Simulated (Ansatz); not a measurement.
### Question
Name crystals whose computed values (LDA (plane waves, PAW; program Ansatz)) fall in these windows: B₀ by P(V) fit (GPa) 390 to 510; G_Hill (GPa) 270 to 340; Θ_D (K) 540 to 720.

### Answer


```csv
crystal,B₀ by P(V) fit (GPa),G_Hill (GPa),Θ_D (K)
"WC, P-6m2 (W on 1a, C on 1f)",421,304,662
```
Others may fit too.

The cell was relaxed under the symmetry of its start. Named crystals with no word on spin ran without spin polarisation. Scalar-relativistic: spin–orbit coupling is off unless named, which matters more the heavier the elements.

Potentials: the earlier of the program's two PAW sets. The files were generated under PBE; for other functionals the program regenerates the frozen cores, and for LDA and PBEsol the local potential too.
